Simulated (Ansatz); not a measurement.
**All-electron card of PIr2**

```
CELL_PARAMETERS angstrom
0.00000 2.76750 2.76750
2.76750 0.00000 2.76750
2.76750 2.76750 0.00000
ATOMIC_POSITIONS crystal
P 0.00000 0.00000 0.00000
Ir 0.25000 0.25000 0.25000
Ir 0.75000 0.75000 0.75000
```

Atom numbers follow the list: P1, Ir2, Ir3.

The conventional cell has a = 5.535 Å, b = 5.535 Å, c = 5.535 Å, α = 90.00°, β = 90.00°, γ = 90.00°. P (atom 1) is surrounded by 8 Ir at 2.40 Å. Ir (atom 2) is surrounded by 4 P at 2.40 Å.

The geometry is COD entry 1011371, unchecked; take it as a test cell.

Spin polarisation is left out, and whether a magnetic state lies lower isn't shown here.

No spin–orbit coupling, which matters for the heavy atoms here.

Levels of theory: DFT, LDA, all-electron LAPW, scalar-relativistic (Ansatz 0.2.0); DFT, LDA, PAW with Ansatz's default frozen-core files, scalar-relativistic (Ansatz 0.2.0).

For LAPW: a Γ-centred 11×11×11 k mesh, Fermi–Dirac smearing of 0.05 eV, basis error target 1 meV/atom, no spin polarisation. PAW takes a cutoff of 420 eV at this cell (files made with PBE, cores remade for this functional). The Ansatz runs share mesh, smearing and spin set-up. Values come from LAPW unless marked.

| Item | Value |
| --- | --- |
| Pressure at this cell | -4.79 GPa |
| Löwdin charges (with 0.50 e of the cell spilling out of the atomic basis, so their sizes and signs hang on that basis) | P1 0.08, Ir2 0.21 e |
| Density of states at the Fermi level (0.2 eV bin) | 0.83 states/eV per cell |
| Volume per atom | 14.13 Å³ |

Problem. Band gap: what does the calculation give?

Solution. none: with an odd electron count and no spin polarisation the bands can't all be full, a metal in this set-up (in compounds, spin order or a distortion in a larger cell can open a gap).

Problem. Predict this quantity. Bader charges (from the PAW run).

Solution. P1 +0.39, Ir2 -0.20 e.
